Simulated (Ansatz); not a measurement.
Relaxed candidate structures of NiP:

A. P2₁3 (No. 198), cP8; a = b = c = 4.5965 Å, α = β = γ = 90.00°; P 4a (0.790, 0.790, 0.790); Ni 4a (0.211, 0.211, 0.211)

B. Pbca (No. 61), oP16; a = 4.8027 Å, b = 6.8720 Å, c = 5.9397 Å, α = 90.00°, β = 90.00°, γ = 90.00°; Ni 8c (0.485, 0.099, 0.194); P 8c (0.325, 0.383, 0.059)

**Question.** Put the candidates in order of energy per atom, lowest first, for PBEsol (plane waves to 420 eV, PAW, scalar-relativistic; Ansatz, a quantum-chemistry and plane-wave program).

**Answer.** B (reference, the lowest among the structures calculated here), A (+0.32 eV/atom)

Each run could gain symmetry but not lose that of its start, so entries can be saddle points. From databases, or of a type measured for this composition: Pbca, oP16; the others are generated cells (placed on structure types, drawn at random, substituted or restacked) that were not matched to a known phase here. Static energies at zero pressure. No spin polarisation in the result. A magnetic state may lie lower.
